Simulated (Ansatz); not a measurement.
# Bi₆Te: rattling a relaxed structure

The structure comes from a proposed guess, relaxed at this level; another structure or a mixture of phases may lie lower.

The calculation used DFT PBE, scalar-relativistic, plane waves, PAW in Ansatz 0.2.0. Cutoff 420 eV; k points 12×12×12 on the computed 7-atom cell (Γ-centred); Gaussian smearing, width 0.10 eV; no spin polarisation.

The cell below (7 atoms, space group R-3m (No. 166)) is relaxed within its symmetry.

```cif
data_structure
_symmetry_space_group_name_H-M 'P 1'
_symmetry_Int_Tables_number 1
_cell_length_a 13.5982
_cell_length_b 13.5982
_cell_length_c 13.5982
_cell_angle_alpha 19.502
_cell_angle_beta 19.502
_cell_angle_gamma 19.502
_cell_volume 245.04
loop_
_atom_site_label
_atom_site_type_symbol
_atom_site_fract_x
_atom_site_fract_y
_atom_site_fract_z
_atom_site_occupancy
Bi1 Bi 0.85611 0.85611 0.85611 1
Bi2 Bi 0.57297 0.57297 0.57297 1
Bi3 Bi 0.14389 0.14389 0.14389 1
Bi4 Bi 0.42703 0.42703 0.42703 1
Bi5 Bi 0.71476 0.71476 0.71476 1
Bi6 Bi 0.28524 0.28524 0.28524 1
Te1 Te 0.00000 0.00000 0.00000 1
```

For the test it was strained at random (σ = 1.5 % a component), the atoms were moved at random (σ = 0.10 Å), and all was relaxed again on a coarse 6×6×6 mesh (in the run’s order of axes) with 0.20 eV smearing, with no symmetry imposed.

These runs have no spin–orbit coupling, which can matter for Bi and Te.

Question: Is the structure stable against such a distortion?

Answer: It doesn't return. The energy falls by 8 meV/atom on that mesh, the volume changes by 2.0 %, and the end has space group C2/m (No. 12) at a loose tolerance. Relaxed again on an 8×8×4 mesh with 0.10 eV smearing, the new structure lies 8 meV/atom below the first (mesh in the axes of the run's cell; the cell below is made exact in the group named). Space group C2/m (No. 12), monoclinic, a = 8.111 Å, b = 4.572 Å, c = 14.016 Å, β = 105.5°. Around Bi on its first site lie 5 Bi at 3.09–3.26 Å and 1 Bi at 3.80 Å; Bi on its second site is surrounded by 5 Bi at 3.12–3.25 Å and 1 Bi at 3.80 Å; around Bi on its third site lie 3 Bi at 3.12–3.25 Å, 2 Te at 3.20 Å and 1 Te at 3.60 Å; Te has 4 Bi at 3.20 Å and 2 Bi at 3.60 Å.

```yaml
crystal:
  lattice:
    - [4.05556, -2.28602, 0.00000]
    - [4.05556, 2.28602, 0.00000]
    - [-3.74611, 0.00000, 13.50571]
  atoms:
    - { symbol: Bi, position: [0.87394, 0.87394, 0.56518] }
    - { symbol: Bi, position: [0.55875, 0.55875, 0.72262] }
    - { symbol: Bi, position: [0.12606, 0.12606, 0.43482] }
    - { symbol: Bi, position: [0.44125, 0.44125, 0.27738] }
    - { symbol: Bi, position: [0.69741, 0.69741, 0.14651] }
    - { symbol: Bi, position: [0.30259, 0.30259, 0.85349] }
    - { symbol: Te, position: [0.00000, 0.00000, 0.00000] }
```
